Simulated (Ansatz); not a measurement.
Given:

NbSnSe:
```
CELL_PARAMETERS angstrom
      3.94325     0.00000     0.00000
      0.00000     3.94325     0.00000
      0.00000     0.00000     7.94415
ATOMIC_POSITIONS crystal
  Nb 0.00000 0.50000 0.72312
  Nb 0.50000 0.00000 0.27688
  Sn 0.00000 0.00000 0.00000
  Sn 0.50000 0.50000 0.00000
  Se 0.50000 0.00000 0.62183
  Se 0.00000 0.50000 0.37817
```

This is the r²SCAN-relaxed structure.

Question: All from plane-wave PAW r²SCAN (Ansatz code), unless another level is named. Give the electronic character.

Answer: metallic (no gap).

Question: Give the density of states at the Fermi level.

Answer: 0.68 states/eV per atom (mean over ±0.08 eV).

Question: What about the formation energy from the elements (no fitted shifts)?

Answer: -0.23 eV/atom.

Space group P4/nmm. The start of the workflow was typed in or built on a structure type; neither database checked (COD, Materials Project) lists it. Whether it is the stable phase at ambient conditions was not checked. The cell was relaxed with r²SCAN under the symmetry of its start; its stability against distortions is not shown here. The workflow began spin-polarised and lost its moments. The volume moved by -17 % from the start of the relaxation. The references are the lowest solids computed at this level, not always the standard phases. Scalar-relativistic: spin–orbit coupling is off unless named, which matters more the heavier the elements.

Potentials: the earlier of the program's two PAW sets. The files were generated under PBE; for other functionals the program regenerates the frozen cores, and for LDA and PBEsol the local potential too.
